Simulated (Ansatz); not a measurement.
**Does the structure type survive?**

These are results of Ansatz, DFT PBE, scalar-relativistic, plane waves, PAW, not measurements. All cells share a 420 eV cutoff and Γ-centred k meshes spaced at most 0.3 Å⁻¹ (0.19 for metals, 2π included).

Each formula is placed on the named type at a guessed volume, then cell and atoms relax at zero pressure without lowering the symmetry. Keeping the type says nothing about stability against other structures or lower symmetry. Neighbours of unlike kind are counted within 25 % of the shortest distance of their pair. The atoms listed around a site end at a clear gap in distance instead, so their number can differ.

Spin–orbit coupling is left out.

Run without spin polarisation, though moments may exist and would change the cell: Cs3Sc.

Task: ReAgRu on the matlockite type (P4/nmm, No. 129), with Re for Pb, Ag for Cl, Ru for F: does the type hold?

Result: Yes: a = 3.961 Å, c = 6.468 Å. Around Re lie 4 Ru at 2.53 Å, 1 Ag at 2.65 Å and 4 Ag at 2.88 Å; Ag is coordinated by 1 Re at 2.65 Å, 4 Re at 2.88 Å and 4 Ru at 3.00 Å (next Ag at 3.42 Å); Ru is coordinated by 4 Re at 2.53 Å, 4 Ru at 2.80 Å and 4 Ag at 3.00 Å.

Task: Does Nb3Sb2 keep the A-type sesquioxide type (P-3m1, No. 164), with Sb for La, Nb for O?

Result: Yes: a = 4.249 Å, c = 7.196 Å. Around Nb on Wyckoff site a (1 atom of the primitive cell) lie 6 Sb at 2.88 Å; Nb on Wyckoff site d (2 atoms of the primitive cell) has 4 Sb at 2.79–2.87 Å and 3 Nb at 2.90 Å; around Sb lie 7 Nb at 2.79–2.88 Å.

Task: Does Ti3B keep the TiAl3 (D0_22) type (I4/mmm, No. 139), with B for Ti, Ti for Al?

Result: Yes: a = 3.657 Å, c = 8.189 Å. Ti on Wyckoff site b (1 atom of the primitive cell) has 4 B at 2.59 Å and 8 Ti at 2.75 Å; Ti on Wyckoff site d (2 atoms of the primitive cell) has 4 Ti at 2.59 Å, 4 B at 2.75 Å and 4 Ti at 2.75 Å; around B lie 4 Ti at 2.59 Å and 8 Ti at 2.75 Å.

Task: Does Cs3Sc keep the TiAl3 (D0_22) type (I4/mmm, No. 139), with Sc for Ti, Cs for Al?

Result: Yes: a = 6.870 Å, c = 12.342 Å. Around Cs on Wyckoff site b (1 atom of the primitive cell) lie 8 Cs at 4.62 Å and 4 Sc at 4.86 Å; Cs on Wyckoff site d (2 atoms of the primitive cell) is coordinated by 4 Sc at 4.62 Å and 8 Cs at 4.62–4.86 Å; Sc is coordinated by 12 Cs at 4.62–4.86 Å.

Cost: 4 runs of about 15 core-minutes in all, on Arm Neoverse V1, Intel Xeon 6975P-C (Granite Rapids) (shared hosts).